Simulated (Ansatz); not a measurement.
ZnS:
```yaml
crystal:
  lattice:
    - [-1.78244, 1.78244, 2.52017]
    - [1.78244, -1.78244, 2.52017]
    - [1.78244, 1.78244, -2.52017]
  atoms:
    - { symbol: Zn, position: [0.00000, 0.00000, 0.00000] }
    - { symbol: S, position: [0.50000, 0.50000, 0.00000] }
```

Relaxed with r²SCAN+D4. Plane-wave PAW r²SCAN+D4 (Ansatz code) gives a gap of 0.13 eV.

Q: What gap does HSE06 give on the same cell (Ansatz, PAW)?

A: 0.73 eV, 0.60 eV more. The hybrid was solved on a coarser mesh and at special points; its gap is the smallest among all of these.

| k | v1 r²SCAN+D4 | c1 r²SCAN+D4 | v1 HSE06 | c1 HSE06 |
|---|---|---|---|---|
| Γ | -0.66 | 2.77 | [?] | [?] |
| M | -2.71 | 0.13 | -2.78 | 0.73 |
| X | -2.70 | 0.13 | -2.78 | 0.73 |
| P | -3.64 | 3.99 | -3.82 | 4.74 |
| N | -0.11 | 4.43 | [?] | [?] |
| S0 | -1.84 | 2.22 | [?] | [?] |
| R | -3.64 | 3.99 | [?] | [?] |

Q: Top valence (v1) and lowest conduction level (c1) in eV from each method's valence maximum (which need not be a listed point): supply the withheld HSE06 values.

A: 
- Γ, v1 HSE06: -0.61
- Γ, c1 HSE06: 3.27
- S0, v1 HSE06: -1.93
- S0, c1 HSE06: 2.85
- N, v1 HSE06: -0.15
- N, c1 HSE06: 4.86
- R, v1 HSE06: -3.82
- R, c1 HSE06: 4.73

Cost on shared cores: the r²SCAN+D4 run (SCF on a 11×11×11 mesh, then bands and DOS) roughly 40 core-seconds, the HSE06 run (SCF on 8×8×8, then a few points) very roughly 3 core-minutes; the tasks are unlike.

Space group Fm-3m (rock salt). This is a known high-pressure phase of the composition, computed here at zero pressure and temperature. The r²SCAN+D4 relaxation kept the symmetry of its start; whether a distortion lowers the energy is not shown. Point labels and valley counts follow the cell and symmetry of the run, lower than the named group.

Potentials: the earlier of the program's two PAW sets.
